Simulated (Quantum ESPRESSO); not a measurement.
# SiAl2ZnN4: finding a planted mistake in a log

A calculation, not a measurement. The program is pw.x of Quantum ESPRESSO 7.5 (plane-wave density functional theory). The cell is made up: 8 atoms on a wurtzite lattice, with randomly drawn elements, strain and displacements, not relaxed. PseudoDojo standard norm-conserving files (v0.5 for PBE, v0.4.1 for LDA and PBEsol) set the functional; there is no spin polarisation, spin-orbit coupling or dispersion term, and the masses in the input are unused placeholders.

Intended input:

```
&control calculation='scf', pseudo_dir='./dojo.nc.sr.pbe.v0_5.standard.upf', outdir='./o', disk_io='medium', tprnfor=.true., tstress=.true. /
&system ibrav=0, nat=8, ntyp=4, nbnd=31, ecutwfc=84.00895049, nosym=.true., tot_charge=0,
 occupations='smearing', smearing='fd', degauss=0.0018374661
/
&electrons conv_thr=7.350e-09, electron_maxstep=60, /
ATOMIC_SPECIES
Al 1.0 Al.upf
N 1.0 N.upf
Si 1.0 Si.upf
Zn 1.0 Zn.upf
CELL_PARAMETERS angstrom
3.1421 -0.0183 0.0034
-0.0318 5.366 -0.0404
0.0055 -0.0381 5.0645
ATOMIC_POSITIONS angstrom
Si 0.0398 -0.0082 -0.0249
Al 1.5609 2.712 -0.09
Zn 1.5896 0.8855 2.4995
Al -0.0027 3.5147 2.5276
N 0.0383 -0.0096 1.8494
N 1.56 2.6399 1.871
N 1.5627 0.7927 4.4402
N 0.0025 3.5439 4.3932
K_POINTS automatic
6 4 4 1 1 1
```

The log is shortened where brackets say so; the opening notice, blank lines, dates and the lines on written files are dropped, and the path of the files is cut. It prints rydbergs, bohrs and kilobars, and counts compression as positive stress.

Log of the intended run:

```
     Program PWSCF v.7.5
     Parallel version (MPI & OpenMP), running on       1 processor cores
     Number of MPI processes:                 1
     Threads/MPI process:                     1
     [start-up lines left out]
     bravais-lattice index     =            0
     lattice parameter (alat)  =       5.9378  a.u.
     unit-cell volume          =     576.1874 (a.u.)^3
     number of atoms/cell      =            8
     number of atomic types    =            4
     number of electrons       =        50.00
     number of Kohn-Sham states=           31
     kinetic-energy cutoff     =      84.0090  Ry
     charge density cutoff     =     336.0358  Ry
     scf convergence threshold =      7.3E-09
     mixing beta               =       0.7000
     number of iterations used =            8  plain     mixing
     Exchange-correlation= PBE
                           (   1   4   3   4   0   0   0)
     [axes and pseudopotential details left out]
   Cartesian axes
     site n.     atom                  positions (alat units)
         1        Si     tau(   1) = (   0.0126665  -0.0026097  -0.0079245  )
         2        Al     tau(   2) = (   0.4967610   0.8631019  -0.0286428  )
         3        Zn     tau(   3) = (   0.5058948   0.2818129   0.7954731  )
         4        Al     tau(   4) = (  -0.0008593   1.1185635   0.8044160  )
         5        N      tau(   5) = (   0.0121891  -0.0030552   0.5885769  )
         6        N      tau(   6) = (   0.4964745   0.8401558   0.5954512  )
         7        N      tau(   7) = (   0.4973338   0.2522791   1.4131066  )
         8        N      tau(   8) = (   0.0007956   1.1278565   1.3981487  )
     number of k points=    48  Fermi-Dirac smearing, width (Ry)=  0.0018
                       cart. coord. in units 2pi/alat
        k(    1) = (   0.0836830   0.0742793   0.0780214), wk =   0.0416667
        k(    2) = (   0.0835219   0.0754462   0.2331372), wk =   0.0416667
     [further k points left out]
     Dense  grid:    59935 G-vectors     FFT dimensions: (  36,  60,  60)
     Estimated max dynamical RAM per process >      75.03 MB
     Initial potential from superposition of free atoms
     starting charge      49.9943, renormalised to      50.0000
     Starting wfcs are   38 randomized atomic wfcs
     total cpu time spent up to now is        6.7 secs
     per-process dynamical memory:    50.7 Mb
     Self-consistent Calculation
     iteration #  1     ecut=    84.01 Ry     beta= 0.70
     Davidson diagonalization with overlap
     ethr =  1.00E-02,  avg # of iterations =  3.1
     total cpu time spent up to now is       23.1 secs
     total energy              =    -518.31933693 Ry
     estimated scf accuracy    <       2.24872668 Ry
     iteration #  2     ecut=    84.01 Ry     beta= 0.70
     Davidson diagonalization with overlap
     ethr =  4.50E-03,  avg # of iterations =  3.3
     total cpu time spent up to now is       36.7 secs
     total energy              =    -518.93324989 Ry
     estimated scf accuracy    <       1.97915966 Ry
     [iterations 3 to 10 left out]
     iteration # 11     ecut=    84.01 Ry     beta= 0.70
     Davidson diagonalization with overlap
     ethr =  5.03E-10,  avg # of iterations =  2.5
     total cpu time spent up to now is      166.0 secs
     total energy              =    -519.30883452 Ry
     estimated scf accuracy    <       0.00000002 Ry
     iteration # 12     ecut=    84.01 Ry     beta= 0.70
     Davidson diagonalization with overlap
     ethr =  3.73E-11,  avg # of iterations =  3.4
     total cpu time spent up to now is      181.3 secs
     End of self-consistent calculation
     [lines on levels left out]
!    total energy              =    -519.30883453 Ry
     estimated scf accuracy    <          5.8E-09 Ry
     smearing contrib. (-TS)   =      -0.00000000 Ry
     internal energy E=F+TS    =    -519.30883453 Ry
     The total energy is F=E-TS. E is the sum of the following terms:
     one-electron contribution =    -421.95240230 Ry
     hartree contribution      =     235.72112780 Ry
     xc contribution           =     -77.42064800 Ry
     ewald contribution        =    -255.65691202 Ry
     convergence has been achieved in  12 iterations
     Forces acting on atoms (cartesian axes, Ry/au):
     atom    1 type  3   force =    -0.01690022   -0.00980723    0.10605284
     atom    2 type  1   force =     0.00211028   -0.03479209    0.08654111
     atom    3 type  4   force =     0.01362335   -0.03201540   -0.02236008
     atom    4 type  1   force =    -0.00174940    0.02547533   -0.11286459
     atom    5 type  2   force =    -0.01648695   -0.09249521   -0.12091482
     atom    6 type  2   force =     0.00317507    0.10998550   -0.03011519
     atom    7 type  2   force =     0.01901014   -0.03267314    0.07836278
     atom    8 type  2   force =    -0.00278227    0.06632224    0.01529794
     Total force =     0.290010     Total SCF correction =     0.000118
     Computing stress (Cartesian axis) and pressure
          total   stress  (Ry/bohr**3)                   (kbar)     P=       -9.08
  -0.00010911   0.00013275  -0.00001703          -16.05       19.53       -2.51
   0.00013275   0.00014114   0.00000022           19.53       20.76        0.03
  -0.00001703   0.00000022  -0.00021718           -2.51        0.03      -31.95
     init_run     :      6.24s CPU      6.64s WALL (       1 calls)
     electrons    :    162.30s CPU    174.55s WALL (       1 calls)
     forces       :      2.66s CPU      2.70s WALL (       1 calls)
     stress       :     10.44s CPU     10.50s WALL (       1 calls)
     [timing details left out]
     PWSCF        :   3m 1.82s CPU   3m14.74s WALL
     JOB DONE.
```

A second run was made from an input with one planted mistake. Its log:

```
     Program PWSCF v.7.5
     Parallel version (MPI & OpenMP), running on       1 processor cores
     Number of MPI processes:                 1
     Threads/MPI process:                     1
     [start-up lines left out]
     bravais-lattice index     =            0
     lattice parameter (alat)  =       5.8214  a.u.
     unit-cell volume          =     542.9581 (a.u.)^3
     number of atoms/cell      =            8
     number of atomic types    =            4
     number of electrons       =        50.00
     number of Kohn-Sham states=           31
     kinetic-energy cutoff     =      84.0090  Ry
     charge density cutoff     =     336.0358  Ry
     scf convergence threshold =      7.3E-09
     mixing beta               =       0.7000
     number of iterations used =            8  plain     mixing
     Exchange-correlation= PBE
                           (   1   4   3   4   0   0   0)
     [axes and pseudopotential details left out]
   Cartesian axes
     site n.     atom                  positions (alat units)
         1        Si     tau(   1) = (   0.0126601  -0.0025969  -0.0079207  )
         2        Al     tau(   2) = (   0.4967613   0.8630916  -0.0286312  )
         3        Zn     tau(   3) = (   0.5058831   0.2818000   0.7954739  )
         4        Al     tau(   4) = (  -0.0008440   1.1185651   0.8044333  )
         5        N      tau(   5) = (   0.0121731  -0.0030514   0.5885955  )
         6        N      tau(   6) = (   0.4964692   0.8401736   0.5954449  )
         7        N      tau(   7) = (   0.4973456   0.2522923   1.4131225  )
         8        N      tau(   8) = (   0.0008115   1.1278492   1.3981577  )
     number of k points=    48  Fermi-Dirac smearing, width (Ry)=  0.0018
                       cart. coord. in units 2pi/alat
        k(    1) = (   0.0836828   0.0742795   0.0780221), wk =   0.0416667
        k(    2) = (   0.0835234   0.0754462   0.2331383), wk =   0.0416667
     [further k points left out]
     Dense  grid:    56439 G-vectors     FFT dimensions: (  36,  60,  60)
     Estimated max dynamical RAM per process >      71.55 MB
     Initial potential from superposition of free atoms
     starting charge      49.9943, renormalised to      50.0000
     Starting wfcs are   38 randomized atomic wfcs
     total cpu time spent up to now is        6.8 secs
     per-process dynamical memory:    44.7 Mb
     Self-consistent Calculation
     iteration #  1     ecut=    84.01 Ry     beta= 0.70
     Davidson diagonalization with overlap
     ethr =  1.00E-02,  avg # of iterations =  3.0
     total cpu time spent up to now is       25.4 secs
     total energy              =    -518.30718020 Ry
     estimated scf accuracy    <       2.29737701 Ry
     iteration #  2     ecut=    84.01 Ry     beta= 0.70
     Davidson diagonalization with overlap
     ethr =  4.59E-03,  avg # of iterations =  3.1
     total cpu time spent up to now is       47.9 secs
     total energy              =    -518.98534808 Ry
     estimated scf accuracy    <       1.71358954 Ry
     [iterations 3 to 10 left out]
     iteration # 11     ecut=    84.01 Ry     beta= 0.70
     Davidson diagonalization with overlap
     ethr =  3.14E-11,  avg # of iterations =  4.9
     total cpu time spent up to now is      216.8 secs
     total energy              =    -519.29725260 Ry
     estimated scf accuracy    <          9.1E-09 Ry
     iteration # 12     ecut=    84.01 Ry     beta= 0.70
     Davidson diagonalization with overlap
     ethr =  1.83E-11,  avg # of iterations =  2.0
     total cpu time spent up to now is      236.1 secs
     End of self-consistent calculation
     [lines on levels left out]
!    total energy              =    -519.29725260 Ry
     estimated scf accuracy    <          3.1E-10 Ry
     smearing contrib. (-TS)   =      -0.00000000 Ry
     internal energy E=F+TS    =    -519.29725260 Ry
     The total energy is F=E-TS. E is the sum of the following terms:
     one-electron contribution =    -413.90286196 Ry
     hartree contribution      =     233.11886567 Ry
     xc contribution           =     -77.74287667 Ry
     ewald contribution        =    -260.77037964 Ry
     convergence has been achieved in  12 iterations
     Forces acting on atoms (cartesian axes, Ry/au):
     atom    1 type  3   force =    -0.02319118   -0.00803130    0.10765862
     atom    2 type  1   force =     0.00234630   -0.03980244    0.09079589
     atom    3 type  4   force =     0.01722741   -0.03704924   -0.01689509
     atom    4 type  1   force =    -0.00220054    0.02962298   -0.12119756
     atom    5 type  2   force =    -0.01960386   -0.10309124   -0.12935068
     atom    6 type  2   force =     0.00322793    0.12184582   -0.03765718
     atom    7 type  2   force =     0.02529156   -0.03555488    0.08715558
     atom    8 type  2   force =    -0.00309763    0.07206031    0.01949042
     Total force =     0.314091     Total SCF correction =     0.000061
     Computing stress (Cartesian axis) and pressure
          total   stress  (Ry/bohr**3)                   (kbar)     P=      118.03
   0.00077995   0.00016502  -0.00002533          114.73       24.27       -3.73
   0.00016502   0.00100093  -0.00001535           24.27      147.24       -2.26
  -0.00002533  -0.00001535   0.00062612           -3.73       -2.26       92.10
     init_run     :      5.91s CPU      6.73s WALL (       1 calls)
     electrons    :    211.48s CPU    229.32s WALL (       1 calls)
     forces       :      3.31s CPU      3.35s WALL (       1 calls)
     stress       :     12.57s CPU     12.67s WALL (       1 calls)
     [timing details left out]
     PWSCF        :   3m53.43s CPU   4m12.41s WALL
     JOB DONE.
```

Question: what was wrong in the second input?

Answer: the cell and the positions are scaled by a wrong factor. The input lines that differ, file-writing options aside:

```
- 3.1421 -0.0183 0.0034
+ 3.0805 -0.0179 0.0033
- -0.0318 5.366 -0.0404
+ -0.0312 5.2608 -0.0396
- 0.0055 -0.0381 5.0645
+ 0.0054 -0.0374 4.9652
- Si 0.0398 -0.0082 -0.0249
+ Si 0.039 -0.008 -0.0244
- Al 1.5609 2.712 -0.09
+ Al 1.5303 2.6588 -0.0882
- Zn 1.5896 0.8855 2.4995
+ Zn 1.5584 0.8681 2.4505
- Al -0.0027 3.5147 2.5276
+ Al -0.0026 3.4458 2.4781
- N 0.0383 -0.0096 1.8494
+ N 0.0375 -0.0094 1.8132
- N 1.56 2.6399 1.871
+ N 1.5294 2.5882 1.8343
- N 1.5627 0.7927 4.4402
+ N 1.5321 0.7772 4.3532
- N 0.0025 3.5439 4.3932
+ N 0.0025 3.4744 4.3071
```

```
                                            intended run  run with the mistake
                          free energy (eV)     -7065.557             -7065.399
                    smearing term -TS (eV)        0.0000                0.0000
                            pressure (GPa)         -0.91                 11.80
            largest force component (eV/Å)         3.109                 3.326
largest change of a force component (eV/Å)                               0.305
                                iterations            12                    12
```

For scale, a rerun of the intended cell at 1437 eV and a 8 x 6 x 6 mesh moved values by no more than 0.002 eV in energy, 0.03 GPa in stress and 0.002 eV/Å in force.